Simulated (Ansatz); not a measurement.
**CoSn (P6/mmm): electronic heat capacity and spin susceptibility from the density of states**

All numbers below come from DFT r2SCAN, scalar-relativistic, plane waves, PAW in Ansatz.

Cutoff 500 eV; k points 12×12×8 on the computed 6-atom cell (Γ-centred); Gaussian smearing, width 0.10 eV; no spin polarisation.

Relaxed cell: P6/mmm, a = 5.243 Å, b = 5.243 Å, c = 4.184 Å, α = 90.00°, β = 90.00°, γ = 120.00°, 6 atoms in the primitive cell. Whether it is the stable form of this composition wasn't checked.

The density of states at the Fermi level is 2.459 states/eV in the cell of 6 atoms (3 formula units; both spins, tetrahedra on a 18×18×12 mesh).

Task: What Sommerfeld coefficient and Pauli susceptibility does this give?

Result: Per formula unit N(E_F) = 0.820 states/eV. γ = (π²/3) k_B² N(E_F) N_A = 2.357 mJ/(mol K²) per state/eV, so γ = 1.9 mJ/(mol K²), a mole of formula units. χ_P = μ_B² N(E_F) N_A = 3.23×10⁻⁵ emu/mol per state/eV gives 2.6×10⁻⁵ emu/mol. This is the bare band result: a measured γ of the same phase is as a rule larger by a factor 1 + λ from phonons and spin fluctuations, the spin part of χ is larger by the Stoner factor, and a measured χ also holds orbital and core terms. N(E_F) at one energy is sensitive to the mesh where the density of states has sharp peaks.

A ferromagnetic start lost its moments in a first run, so spin was left out; other magnetic orders weren't tried.

Cost: 1 run of about 3.2 core-minutes, on Intel Xeon Platinum 8375C (Ice Lake) (shared hosts).